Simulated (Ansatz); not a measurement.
This cell of TiN (rock salt) is off equilibrium:

```
TiN
1.0
    0.00000     4.24692     4.24692
    2.12346     2.12346     4.24692
    2.12346     2.12346     0.00000
N Ti
2 2
Cartesian
  0.00000   0.00000  -0.10000
  2.12346   4.24692   6.47038
  2.12346   6.37038   6.37623
  2.12346   4.24692   4.24107
```

Computed with PBE (plane waves to 420 eV, PAW, scalar-relativistic; Ansatz, a program for electronic structure). k mesh 19×19×19 (Γ-centred), Fermi-Dirac smearing 0.05 eV. Compression counts positive. With partly filled bands, energies and forces of such displacements shift with the k mesh and the smearing. TiN is run without spin polarisation. TiN was relaxed with its symmetry unable to fall.

Q: Predict the force on every atom, in eV/Å.

A: 
| atom | Fx | Fy | Fz |
|---|---|---|---|
| N1 | 0.000 | 0.000 | 1.541 |
| N2 | 0.000 | 0.000 | -1.541 |
| Ti3 | 0.000 | 0.000 | -0.337 |
| Ti4 | 0.000 | 0.000 | 0.337 |

Q: Give the stress tensor in GPa and the pressure.

A: 
```
    0.6      0.0      0.0
    0.0      0.6      0.0
    0.0      0.0      4.1
```
The pressure, a third of the trace, is 1.8 GPa.

(For displaced atoms, the force is minus the slope of the energy, and its curvature is a force constant, which sets phonon frequencies.)
